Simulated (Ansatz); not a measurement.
WC (WC type, space group P-6m2)

```
CELL_PARAMETERS angstrom
      2.89847     0.00000     0.00000
     -1.44924     2.51015     0.00000
      0.00000     0.00000     2.82774
ATOMIC_POSITIONS crystal
  W  0.00000 0.00000 0.00000
  C  0.66667 0.33333 0.50000
```

The relaxed cell is deformed in two ways at once: its volume V is scaled, and at that volume it is stretched along z (the c axis of the conventional cell) so that c/a changes. Fractional atomic positions are held.

All values below come from PBEsol (plane waves to 420 eV, PAW, scalar-relativistic; Ansatz, a program for electronic structure). k mesh 18×18×16 (Γ-centred), Fermi-Dirac smearing 0.05 eV. Stress and pressure are positive under compression. With partly filled bands, the response to shear is sensitive to the k mesh, so small differences along c/a are uncertain. Spin-orbit coupling is left out, though W is heavy. WC is run without spin polarisation. WC was relaxed with its symmetry unable to fall.

At one point of the scan the stress tensor (GPa) is:

```
  -21.9      0.0      0.0
    0.0    -21.9      0.0
    0.0      0.0     76.5
```

### Question
Which point is it?
A. V/V₀ = 1.000, (c/a)/(c/a)₀ = 0.940
B. V/V₀ = 0.960, (c/a)/(c/a)₀ = 0.880
C. V/V₀ = 1.000, (c/a)/(c/a)₀ = 0.880
D. V/V₀ = 0.960, (c/a)/(c/a)₀ = 1.000

### Answer
C, V/V₀ = 1.000, (c/a)/(c/a)₀ = 0.880

(Under strain, the slope of the energy per volume gives the stress and its curvature an elastic modulus.)
